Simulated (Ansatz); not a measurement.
La$_{2}$O$_{3}$:
```yaml
crystal:
  lattice:
    - [3.90604, 0.00000, 0.00000]
    - [-1.95302, 3.38273, 0.00000]
    - [0.00000, 0.00000, 6.04034]
  atoms:
    - { symbol: La, position: [0.33333, 0.66667, 0.24537] }
    - { symbol: La, position: [0.66667, 0.33333, 0.75463] }
    - { symbol: O, position: [0.00000, 0.00000, 0.00000] }
    - { symbol: O, position: [0.33333, 0.66667, 0.64601] }
    - { symbol: O, position: [0.66667, 0.33333, 0.35399] }
```

Relaxed with PBEsol. Special points in fractions of this cell's reciprocal vectors: Γ (0.000, 0.000, 0.000); M (0.500, 0.000, 0.000); K (0.333, 0.333, 0.000); A (0.000, 0.000, 0.500); L (0.500, 0.000, 0.500); H (0.333, 0.333, 0.500).

Problem. List the band energies nearest the valence-band maximum at these points for the program Ansatz at the PBEsol level (PAW).

Solution. In eV from the valence-band maximum; about four levels below and three above (degenerate sets whole), none deeper than 8.9 eV; points with the same levels are listed once.

| k | below | above |
|---|---|---|
| Γ | -1.77 -0.44 -0.44 -0.16 | 4.25 4.54 4.54 |
| M | -0.76 -0.67 -0.43 -0.32 | 3.79 4.70 5.21 |
| K | -0.89 -0.89 -0.87 -0.09 | 3.77 4.73 4.73 |
| A | -1.08 -0.87 -0.33 -0.33 | 4.68 4.70 4.70 |
| L | -0.97 -0.78 -0.38 -0.01 | 4.39 4.60 5.08 |
| H | -0.60 -0.30 -0.30 -0.22 | 4.20 4.83 4.95 4.95 |

Space group P-3m1 (La2O3 or Ni2Al3 type). The PBEsol relaxation kept the symmetry of its start. Spin–orbit coupling is left out wherever it is not named.

Potentials: the later of the program's two PAW sets.
